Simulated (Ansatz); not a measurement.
CsLiZnS$_{2}$:
```cif
data_Cs2Li2S4Zn2
_chemical_formula_sum 'Cs2 Li2 Zn2 S4'
_space_group_name_H-M_alt 'I-4m2'
_space_group_IT_number 119
_space_group_name_Hall 'I -4 -2'
_cell_length_a 4.04396
_cell_length_b 4.04396
_cell_length_c 14.14980
_cell_angle_alpha 90.000
_cell_angle_beta 90.000
_cell_angle_gamma 90.000
loop_
_atom_site_label
_atom_site_type_symbol
_atom_site_symmetry_multiplicity
_atom_site_Wyckoff_symbol
_atom_site_fract_x
_atom_site_fract_y
_atom_site_fract_z
_atom_site_occupancy
Cs1 Cs 2 a 0.00000 0.00000 0.00000 1
Li1 Li 2 d 0.50000 0.00000 0.25000 1
Zn1 Zn 2 c 0.00000 0.50000 0.25000 1
S1 S 4 e 0.00000 0.00000 0.34142 1
```
(The calculation used a cell of 5 atoms; values per cell refer to that cell.)

Relaxed with r²SCAN.

### Question
Which orbitals make up the states near the band edges in r²SCAN in the plane-wave PAW code Ansatz?

### Answer
Top 1 eV of the valence band: S 3p 92 %. Bottom 1 eV of the conduction band: Zn 4s 33 %, S 3p 14 %, S 3s 8 %, Cs 6s 7 %, outside the projected shells 37 %. Projections are on Löwdin-orthogonalised atomic valence shells; empty p or d shells of many metals are not among them.

### Question
Tabulate the density of states.

### Answer
States/eV per cell of 5 atoms, in 0.25 eV bins, energy from the valence-band maximum.

```
E (eV)  total  S 3p  Zn 3d  Cs 5p
------  -----  ----  -----  -----
-7.85    7.97  0.25   0.07   7.50
-7.60    6.11  0.10   0.03   5.90
-7.35    3.69  0.03   0.01   3.65
-7.10    0.00  0.00   0.00   0.00
-6.85    0.00  0.00   0.00   0.00
-6.60    0.00  0.00   0.00   0.00
-6.35    0.00  0.00   0.00   0.00
-6.10    9.12  0.54   8.51   0.03
-5.85   22.90  0.68  21.85   0.11
-5.60    7.98  0.14   7.51   0.06
-5.35    0.00  0.00   0.00   0.00
-5.10    0.00  0.00   0.00   0.00
-4.85    0.00  0.00   0.00   0.00
-4.60    0.14  0.08   0.00   0.00
-4.35    0.68  0.39   0.04   0.01
-4.10    2.04  1.21   0.10   0.05
-3.85    1.59  0.95   0.08   0.03
-3.60    1.03  0.62   0.05   0.02
-3.35    0.82  0.51   0.04   0.01
-3.10    0.73  0.46   0.03   0.01
-2.85    0.72  0.46   0.03   0.01
-2.60    0.67  0.49   0.01   0.01
-2.35    4.98  4.11   0.07   0.09
-2.10    3.10  2.66   0.07   0.04
-1.85    3.30  2.84   0.10   0.03
-1.60    3.08  2.72   0.10   0.02
-1.35    3.06  2.75   0.10   0.03
-1.10    4.17  3.78   0.13   0.04
-0.85    5.17  4.72   0.15   0.05
-0.60    5.35  4.91   0.18   0.04
-0.35    5.03  4.69   0.16   0.03
-0.10    2.34  2.19   0.09   0.02
0.15     0.00  0.00   0.00   0.00
0.40     0.00  0.00   0.00   0.00
0.65     0.00  0.00   0.00   0.00
0.90     0.00  0.00   0.00   0.00
1.15     0.00  0.00   0.00   0.00
1.40     0.00  0.00   0.00   0.00
1.65     0.00  0.00   0.00   0.00
1.90     0.00  0.00   0.00   0.00
2.15     0.00  0.00   0.00   0.00
2.40     0.00  0.00   0.00   0.00
2.65     0.00  0.00   0.00   0.00
2.90     0.00  0.00   0.00   0.00
3.15     0.00  0.00   0.00   0.00
3.40     0.08  0.01   0.00   0.00
3.65     0.36  0.04   0.00   0.00
3.90     1.18  0.16   0.00   0.00
4.15     1.54  0.23   0.00   0.01
4.40     1.46  0.19   0.00   0.00
4.65     1.99  0.22   0.00   0.00
4.90     3.10  0.33   0.00   0.01
5.15     3.35  0.27   0.00   0.01
5.40     3.25  0.22   0.00   0.01
5.65     3.07  0.24   0.00   0.01
5.90     2.60  0.17   0.00   0.01
6.15     2.81  0.15   0.00   0.01
6.40     2.60  0.09   0.00   0.01
6.65     4.19  0.11   0.00   0.01
6.90     5.97  0.21   0.00   0.01
7.15     5.44  0.22   0.00   0.00
7.40     3.59  0.14   0.00   0.00
7.65     3.65  0.15   0.00   0.01
7.90     4.42  0.20   0.00   0.01
```

The first step of the workflow began from a Materials Project structure, measured or hypothetical; the Crystallography Open Database copy checked does not list it. With Li and Zn taken as one species the cell has the higher symmetry I4/mmm, so it may be an ordered model of a mixed-site phase. Its standing as an ambient phase is unchecked. The r²SCAN relaxation kept the symmetry of its start; its stability against distortions is not shown here. Scalar-relativistic: spin–orbit coupling is off unless named, which matters more the heavier the elements.

Potentials: the later of the program's two PAW sets.
